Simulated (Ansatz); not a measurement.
## IrOs: strain energy, fitted

IrOs, P-6m2, a = 2.735 Å, c = 4.356 Å. The structure is a Materials Project entry; whether it is the stable form wasn't checked. Ansatz: r2SCAN, PAW, 500 eV, Γ-centred 18×18×10 mesh on 2 atoms, Gaussian smearing 0.10 eV; no spin polarisation. Series: biaxial strain in the a-b plane, c and atoms relaxed; x is the strain in per cent. y is the free energy over the unstrained cell, V0 = 14.105 Å³/atom.

```tsv
x (%)	y (meV/atom)
-3.0	?
-2.0	30.18
-1.0	7.32
0.0	0.00
1.0	6.88
2.0	26.31
3.0	56.47
```

Question: Fit y = c2 x² + c3 x³ to the other rows, turn c2 into a modulus, and predict the missing energy.

Answer: Least squares on the rows shown. y = 7.0464 x² − 0.25494 x³. In eV per unit strain² c2 is 70.46; M is the biaxial modulus (E = M V0 ε²): 70.46 × 160.2 / (14.105) = 800 GPa. At x = -3.0 the fit asked for gives 70.30 meV/atom. The run gave 70.31 meV/atom, so the fit is 0.01 meV/atom too low, within the rms miss on the fitted rows (0.09 meV/atom).

Spin–orbit coupling is left out, which can shift energies with elements as heavy as these.